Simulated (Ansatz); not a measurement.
Polymorphs of BiSe, each relaxed with DFT-LDA in the program Ansatz with PAW potentials:

A: rock salt (Fm-3m)
a = b = c = 6.0157 Å, α = β = γ = 90.00°

```
atom  site  symmetry       x       y       z
----  ----  --------  ------  ------  ------
Bi      4a      m-3m  0.0000  0.0000  0.0000
Se      4b      m-3m  0.5000  0.5000  0.5000
```

B: P-3m1
a = b = 4.177 Å, c = 22.332 Å, α = β = 90.00°, γ = 120.00°

```tsv
atom	site	symmetry	x	y	z
Bi	2d	3m.	0.6667	0.3333	0.4601
Bi	2d	3m.	0.3333	0.6667	0.2855
Bi	2c	3m.	0.0000	0.0000	0.1201
Se	2c	3m.	0.0000	0.0000	0.3552
Se	2d	3m.	0.6667	0.3333	0.2040
Se	2d	3m.	0.3333	0.6667	0.0523
```

Q: Put the candidates in order of energy per atom at 0 K, lowest first, for LDA.

A: B (+0 meV/atom), A (+123 meV/atom)

Standing as an ambient phase not checked: A; B. Weakly bound layers, chains or molecules computed without a dispersion correction, so cells and soft constants are ill determined: B. Unstable at this level: A. All cells were relaxed under the symmetry of their starts (and spin orders); stability against distortions was not tested throughout. Spin–orbit coupling is left out wherever it is not named.

Energies hold the estimated change up to a 700 eV cutoff; steps of a few meV lie near the error of the meshes.

Potentials: the later of the program's two PAW sets.
